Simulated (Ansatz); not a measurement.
Cd₃SeS₂ (P6_3mc) at 2 levels of theory

One geometry, relaxed with PBE; plane waves with PAW potentials in Ansatz, scalar-relativistic. No spin polarisation. Gaps are the least over mesh and band path; pressure is positive in compression.

```yaml
crystal:
  lattice:
    - [4.25702, 0.00000, 0.00000]
    - [-2.12851, 3.68669, 0.00000]
    - [0.00000, 0.00000, 20.82312]
  atoms:
    - { symbol: Cd, position: [0.66667, 0.33333, 0.99979] }
    - { symbol: Cd, position: [0.66667, 0.33333, 0.33800] }
    - { symbol: Cd, position: [0.66667, 0.33333, 0.66179] }
    - { symbol: Cd, position: [0.33333, 0.66667, 0.16179] }
    - { symbol: Cd, position: [0.33333, 0.66667, 0.49979] }
    - { symbol: Cd, position: [0.33333, 0.66667, 0.83800] }
    - { symbol: Se, position: [0.66667, 0.33333, 0.79076] }
    - { symbol: Se, position: [0.33333, 0.66667, 0.29076] }
    - { symbol: S, position: [0.66667, 0.33333, 0.12336] }
    - { symbol: S, position: [0.66667, 0.33333, 0.46130] }
    - { symbol: S, position: [0.33333, 0.66667, 0.62336] }
    - { symbol: S, position: [0.33333, 0.66667, 0.96130] }
```

```csv
level,cutoff (eV),k mesh,gap (eV),pressure (GPa)
PBE,420,6×6×2,0.73,0.0
```

What comes out on the same cell with r2SCAN?

```
 level  cutoff (eV)  k mesh  gap (eV)  pressure (GPa)
r2SCAN          500   6×6×2      1.19            -1.4
```

It was reached by relaxing an invented guess, and it needn't be the stable form of this composition.
